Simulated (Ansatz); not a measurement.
## Ansatz 0.2.0, relaxation: CeReSe3

Launch command:

```bash
ansatz run input.yaml --threads 2 --pin off --max-ram 3584MiB --backend cpu --events-out ev --progress --plain --runs-dir out
```

The input file (Ansatz 0.2.0, plane waves):

```yaml
crystal:
  lattice:
    - [3.966506, 0.0, 0.0]
    - [1.983253, -6.440126, 0.0]
    - [0.0, 0.0, -9.745219]
  atoms:
    - { symbol: Re, position: [0.0, 0.0, 0.0] }
    - { symbol: Re, position: [0.0, 0.0, 0.5] }
    - { symbol: Ce, position: [0.74821, 0.50358, 0.75] }
    - { symbol: Ce, position: [0.25179, 0.49642, 0.25] }
    - { symbol: Se, position: [0.08601, 0.82798, 0.75] }
    - { symbol: Se, position: [0.91399, 0.17202, 0.25] }
    - { symbol: Se, position: [0.35619, 0.28762, 0.93755] }
    - { symbol: Se, position: [0.64381, 0.71238, 0.43755] }
    - { symbol: Se, position: [0.64381, 0.71238, 0.06245] }
    - { symbol: Se, position: [0.35619, 0.28762, 0.56245] }
kpoints:
  mp_grid: { grid: [5, 5, 2], shift: [0, 0, 0] }
magnetization:
  spin_polarized: false
scf:
  occupations: { method: fermi_dirac, width: 0.0513 }
  lower_state_search: "off"
hamiltonian:
  pseudopotentials: { kind: paw }
  xc: pbe
basis:
  ecutwfc: 420
  fft_grid_basis: typed
relax:
  max_steps: 60
  cell: { p_target: 5.0 }
  f_tol: 0.03
output:
  forces: true
  stress: true
  eigenvalues: true
  bader: true
  populations: true
  elf: true
  write_potential: true
  volumetric_format: npy
  dos:
    e_range: [-12, 8]
    de: 0.05
    projected: { site_lists: { Ce: [Ce], Re: [Re], Se: [Se] } }
checkpoint:
  read: saved_state
```

Origin of the cell: a known structure type with other elements, at an estimated volume, so it need not be a known compound.

The saved state is a converged single point of the same cell.

Excerpt of the output:

```
Ce: projections on atomic orbitals take those of the free atom [Kr 4d10] 4f1 5s2 5p6 5d1 6s2, of charge +0.00 (hamiltonian.pseudopotentials.projection_atoms); the dataset's partial waves leav […]
band count auto-derived: 94 (N_el = 150.0; filled up to band 75; 90 by the electrons, moments and atoms)
Pseudopotentials: kind: paw
Pseudopotential: Re, paw, valence charge 15, recommended cutoff 420 eV (normal), Re.paw.azcp
Pseudopotential: Ce, paw, valence charge 12, recommended cutoff 420 eV (normal), Ce.paw.azcp
Pseudopotential: Se, paw, valence charge 16, recommended cutoff 420 eV (normal), Se.paw.azcp
Functional definition: PBE
  exchange = pbe_x(kappa = kappa, mu = beta*pi^2/3)
  correlation = pbe_c(beta = beta)
Crystal: 10 atoms, lattice volume = 248.940 Å³
Basis set: ecut = 420 eV, 4891 PW (Γ), exchange–correlation on 54×96×144 points (8 copies of the dense FFT grid, shifted against one another)
[… 11 lines left out …]
Initial density: read from a saved state, or passed on in memory by an earlier SCF of this step, an earlier step, the calling program or the single point that the run made first
Functional: x = pbe(κ = 0.804, μ = 0.219515), c = pbe(β = 0.066725)
SCF iter   1: F=—  HF=-67707.198417 eV  Δρ=1.25e-3  dr2=4.52e-3
SCF iter   2: F=—  HF=-67707.200854 eV  Δρ=5.66e-4  dr2=6.72e-4
SCF iter   3: F=—  HF=-67707.200800 eV  Δρ=3.75e-4  dr2=2.72e-4
SCF iter   4: F=—  HF=-67707.200764 eV  Δρ=9.32e-5  dr2=2.11e-5
SCF iter   5: F=—  HF=-67707.200967 eV  Δρ=5.19e-5  dr2=1.44e-5
SCF iter   6: F=—  HF=-67707.200968 eV  Δρ=3.86e-5  dr2=5.96e-6
SCF iter   7: F=—  HF=-67707.200967 eV  Δρ=1.42e-5  dr2=1.07e-6
SCF iter   8: F=-67707.200967 eV  HF=-67707.200967 eV  Δρ=4.31e-6  dr2=4.88e-8
relax step   1: F+E_penalty+E_count = -67707.200967 eV  Δ(F+E_penalty+E_count) = +0.000e0 eV  max|allowed force component| = 1.389e0 eV/Å  Δτ_max = 0.0000 Å  P = -9.317 GPa  Ω = 248.940 Å³  ( […]
relax step   2: F+E_penalty+E_count = -67709.131915 eV  Δ(F+E_penalty+E_count) = -1.931e0 eV  max|allowed force component| = 6.089e-1 eV/Å  Δτ_max = 0.1162 Å  P = -0.159 GPa  Ω = 219.377 Å³ […]
relax step   3: F+E_penalty+E_count = -67709.506699 eV  Δ(F+E_penalty+E_count) = -3.748e-1 eV  max|allowed force component| = 4.600e-1 eV/Å  Δτ_max = 0.1021 Å  P = +5.744 GPa  Ω = 207.927 Å³ […]
relax step   4: F+E_penalty+E_count = -67709.663283 eV  Δ(F+E_penalty+E_count) = -1.566e-1 eV  max|allowed force component| = 3.633e-1 eV/Å  Δτ_max = 0.1767 Å  P = +6.190 GPa  Ω = 203.837 Å³ […]
relax step   5: F+E_penalty+E_count = -67709.838050 eV  Δ(F+E_penalty+E_count) = -1.748e-1 eV  max|allowed force component| = 1.489e-1 eV/Å  Δτ_max = 0.1658 Å  P = +3.816 GPa  Ω = 207.840 Å³ […]
relax step   6: F+E_penalty+E_count = -67709.782544 eV  Δ(F+E_penalty+E_count) = +5.551e-2 eV  max|allowed force component| = 9.606e-2 eV/Å  Δτ_max = 0.0832 Å  P = +4.866 GPa  Ω = 205.290 Å³ […]
relax step   7: F+E_penalty+E_count = -67709.779541 eV  Δ(F+E_penalty+E_count) = +3.003e-3 eV  max|allowed force component| = 5.703e-2 eV/Å  Δτ_max = 0.0150 Å  P = +4.923 GPa  Ω = 205.190 Å³ […]
relax step   8: F+E_penalty+E_count = -67709.781137 eV  Δ(F+E_penalty+E_count) = -1.596e-3 eV  max|allowed force component| = 7.443e-3 eV/Å  Δτ_max = 0.0119 Å  P = +5.027 GPa  Ω = 205.164 Å³ […]
relax step   9: F+E_penalty+E_count = -67709.782413 eV  Δ(F+E_penalty+E_count) = -1.276e-3 eV  max|allowed force component| = 3.345e-3 eV/Å  Δτ_max = 0.0007 Å  P = +5.000 GPa  Ω = 205.205 Å³ […]
relax step  10: F+E_penalty+E_count = -67709.777082 eV  Δ(F+E_penalty+E_count) = +5.331e-3 eV  max|allowed force component| = 3.416e-3 eV/Å  Δτ_max = 0.0000 Å  P = +4.997 GPa  Ω = 205.205 Å³  stress off target by 1.99e-2 GPa […]
SCF 10 converged in 9 iterations: F = -67709.777082 eV  dr2 = 6.42e-12
basis re-selected at this cell: Δ(F+E_penalty+E_count) = +5.331e-3 eV, ΔP = -0.003 GPa vs the last step (what re-selecting the basis moved, of the pressure what is left beyond the Pulay corre […]
SCF converged after 9 iterations
Free energy (F): -67709.777082 eV
Harris-Foulkes:  -67709.777082 eV  (|F-HF|=0.00e0)
Internal energy: -67709.678114 eV  (E = F + TS)
E sigma→0 (E₀):  -67709.727598 eV
Entropy (-TS):   -0.098968 eV (-9.897 meV/atom)
Fermi energy:    14.458350 eV
--- Per-component energies (eV) ---
  E_band       = -2186.186225
  E_kinetic    = 2552.815643
  E_local      = -16261.270943  (includes V_loc(G=0)·N_el)
  E_nonlocal   = -3557.804665
  E_hartree    = 7843.204119
  E_xc         = -1886.957055
  E_vxc        = -1703.321920  (∫ρ·V_xc dr)
  E_paw        = -39744.174660  (= ΣΔE_a)
  E_vpaw       = 1096.991250  (= ΣTr[D̂ρ^β])
  E_aug_tail   = -0.003788  (compensation charges beyond the density's cutoff)
  E_ewald      = -16655.486764
  E_smearing   = -0.098968  (= −TS)
  Σ components = -67709.777082   (vs F -67709.777082, Δ=0.00e0)
--- Forces (eV/Å), atoms counted from 1 ---
  atom   1  Re     0.000000     0.000000     0.000000
  atom   2  Re     0.000000     0.000000    -0.000000
  atom   3  Ce     0.000000     0.000520    -0.000000
  atom   4  Ce    -0.000000    -0.000520     0.000000
  atom   5  Se    -0.000000     0.003416    -0.000000
  atom   6  Se     0.000000    -0.003416     0.000000
  atom   7  Se     0.000000     0.000895     0.001472
  atom   8  Se    -0.000000    -0.000895     0.001472
  atom   9  Se    -0.000000    -0.000895    -0.001472
  atom  10  Se     0.000000     0.000895    -0.001472
  max |Σ_I F_I| component: 8.67e-19 eV/Å
--- Stress (GPa, compression-positive) ---
        4.998495       0.000000       0.000000
        0.000000       4.980052       0.000000
        0.000000       0.000000       5.011818
  P = ⅓ Tr σ = 4.9968 GPa (49.968 kbar)
--- Relaxed structure (9 steps of the walk, 9 accepted, 1 SCFs on fresh bases) ---
  F+E_penalty+E_count = -67709.777082 eV   max|allowed force component| = 3.416e-3 eV/Å   (the final SCF, on the basis selected at the relaxed cell)
  cell:  # Å, volume = 205.2048 Å³
    - [4.069284, 0.0, 5.890e-18]
    - [2.034642, -5.462274, 2.945e-18]
    - [-1.447e-17, 0.0, -9.232006]
  atoms:
    - { symbol: Re, position: [1.346e-19, -2.693e-19, 0.0] }
    - { symbol: Re, position: [1.346e-19, -2.693e-19, 0.500000] }
    - { symbol: Ce, position: [0.793328, 0.413344, 0.750000] }
    - { symbol: Ce, position: [0.206672, 0.586656, 0.250000] }
    - { symbol: Se, position: [0.086835, 0.826330, 0.750000] }
    - { symbol: Se, position: [0.913165, 0.173670, 0.250000] }
    - { symbol: Se, position: [0.362204, 0.275591, 0.963296] }
    - { symbol: Se, position: [0.637796, 0.724409, 0.463296] }
    - { symbol: Se, position: [0.637796, 0.724409, 0.036704] }
    - { symbol: Se, position: [0.362204, 0.275591, 0.536704] }
--- Löwdin populations: 10 sites ---
  site symbol       q [e]
     0     Re     14.6955
     1     Re     14.6955
     2     Ce     11.8501
     3     Ce     11.8501
     4     Se     16.0937
     5     Se     16.0937
     6     Se     16.0561
     7     Se     16.0561
     8     Se     16.0561
     9     Se     16.0561
  spilling = 0.003313 (of n_electrons = 150.000000)
--- Bader charges: 10 sites ---
  site symbol  charge [e]  shift [e]
     0     Re      0.5473     0.0006
     1     Re      0.5473     0.0006
     2     Ce      1.6134     0.0000
     3     Ce      1.6134     0.0000
     4     Se     -0.7186     0.0005
     5     Se     -0.7186     0.0005
     6     Se     -0.7210     0.0000
     7     Se     -0.7210     0.0000
     8     Se     -0.7210     0.0000
     9     Se     -0.7210     0.0000
  estimated error of the sums over rays = 6.5e-4 e
```

Before:

Space group Cmcm (No. 63); the run's cell has a = 3.967 Å, b = 6.739 Å, c = 9.745 Å, α = 90.00°, β = 90.00°, γ = 72.88°. Shortest distances: Re–Se 2.68 Å, Ce–Se 2.88 Å, Se–Se 3.59 Å.

The relaxed structure.

Space group Cmcm (No. 63); the run's cell has a = 4.069 Å, b = 5.829 Å, c = 9.232 Å, α = 90.00°, β = 90.00°, γ = 69.57°. Shortest distances: Re–Se 2.50 Å, Ce–Se 2.93 Å, Se–Se 3.09 Å, Ce–Re 3.23 Å.

| Quantity | Value |
| --- | --- |
| Enthalpy lowered by | 394.1 meV/atom |
| Volume change | -17.57 % |
| Final pressure | 5.00 GPa |
| Relaxation steps listed | 10 |

Caveats: f shells without a U or exact exchange are poorly placed; no spin polarisation, so a magnetic state may lie lower; no spin-orbit coupling, though heavy elements are present; the k mesh is coarse if the cell is a metal; the relaxation held the start's symmetry, so the end may be a saddle point.

Time: 4 min on 2 threads of Arm Neoverse V1 (shared host), peak memory 0.83 GiB, from a saved density.
